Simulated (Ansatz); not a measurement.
W (bcc (W type), Im-3m) at seven volumes, plane-wave PAW r²SCAN (Ansatz code), scaled uniformly. One row is withheld.

```json
[
 {"V (Å³/atom)": "14.472", "P (GPa)": "36.95"},
 {"V (Å³/atom)": "14.949", "P (GPa)": "22.66"},
 {"V (Å³/atom)": "15.426", "P (GPa)": "10.41"},
 {"V (Å³/atom)": "15.903", "P (GPa)": "0.00"},
 {"V (Å³/atom)": "16.380", "P (GPa)": "?"},
 {"V (Å³/atom)": "16.857", "P (GPa)": "-16.32"},
 {"V (Å³/atom)": "17.334", "P (GPa)": "-22.78"}
]
```

Task: Fit the shown pressures and predict the withheld one.

Result: P = (3/2)B₀(x^(7/2) − x^(5/2))[1 + (3/4)(B′ − 4)(x − 1)] with x = (V₀/V)^(2/3). Least squares on the six rows gives V₀ = 15.905 Å³/atom, B₀ = 319 GPa, B′ = 4.34. At V = 16.380, x = 0.9806 and P = -8.81 GPa. The run itself gave -8.81 GPa.

The r²SCAN relaxation kept the symmetry of its start. The run is not spin-polarised. Spin–orbit coupling is left out wherever it is not named.

Potentials: the later of the program's two PAW sets.
